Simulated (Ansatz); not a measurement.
A trial cell of Cs2B4H, before relaxation:

```
Cs B H
1.0
     4.32506    0.00000    0.00000
     0.00000    4.32506    0.00000
     0.00000    0.00000    7.89609
Cs B H
2 4 1
Direct
  0.50000 0.50000 0.50000
  0.00000 0.00000 0.00000
  0.50000 0.50000 0.87030
  0.50000 0.50000 0.12970
  0.00000 0.00000 0.69721
  0.00000 0.00000 0.30279
  0.50000 0.50000 0.00000
```

Theory: DFT PBE, scalar-relativistic, plane waves, PAW (Ansatz). Cutoff 420 eV, Gaussian smearing, Γ-centred meshes. Cell and atoms relax first on a coarse mesh and then on a finer one. In between, the cell is made exact in the group found at 0.06 Å. In metals the finer mesh still leaves noise of several meV/atom or more. The steps can't lower the symmetry of their start. No spin polarisation.

A guess keeps its type if space group and coordination stay and the shape of the cell changes little (axis ratios within about 15 %, angles within 6°); the volume may change.

**Question.** Does it keep its structure type, or change into something else?

**Answer.** It doesn't keep its type. The symmetry stays P4/mmm (No. 123). The volume per atom shrinks by 15.6 %, from 21.1 to 17.8 Å³. The shortest distance goes from 1.02 Å (B–H) to 2.19 Å (Cs–H). The ratio c/a of the conventional cell changes by a factor of 2.29. Counting neighbours within 15 % of an atom's shortest distance, the start has B 1, Cs 2, H 2 and the end B 4, Cs 4/6, H 4. In detail, at the end Cs on its first site has 4 Cs at 3.10 Å, 2 B at 3.16 Å and 8 B at 3.77 Å; B on its first site is surrounded by 4 B at 2.20 Å, 4 B at 3.10 Å and 1 Cs at 3.16 Å; H has 4 Cs at 2.19 Å; 2 more sites not described.

```cif
data_structure
_symmetry_space_group_name_H-M 'P4/mmm'
_symmetry_Int_Tables_number 123
_cell_length_a 3.1019
_cell_length_b 3.1019
_cell_length_c 12.9581
_cell_angle_alpha 90.000
_cell_angle_beta 90.000
_cell_angle_gamma 90.000
_cell_volume 124.68
loop_
_atom_site_label
_atom_site_type_symbol
_atom_site_symmetry_multiplicity
_atom_site_Wyckoff_symbol
_atom_site_fract_x
_atom_site_fract_y
_atom_site_fract_z
_atom_site_occupancy
Cs1 Cs 1 d 0.50000 0.50000 0.50000 1
Cs2 Cs 1 a 0.00000 0.00000 0.00000 1
B1 B 2 h 0.50000 0.50000 0.74394 1
B2 B 2 g 0.00000 0.00000 0.73626 1
H1 H 1 c 0.50000 0.50000 0.00000 1
```

The zero of energy is the elements' standard structures at the same level (H₂ as a molecule); no fitted shifts are applied.

**Question.** At what energy does it end?

**Answer.** +1.87 eV/atom. It can't be a ground state, since the elements alone are lower.

The last run used a 12×12×4 mesh (in the run's order of axes) for its 7-atom cell and Gaussian smearing of 0.10 eV. The cell is a metal run without spin; a magnetic state may lie lower. With hydrogen, zero-point motion can shift formation energies by some tens of meV/atom. A structure relaxed within its symmetry needn't be a true minimum.

In counts of neighbours, a slash parts the counts of unlike sites.
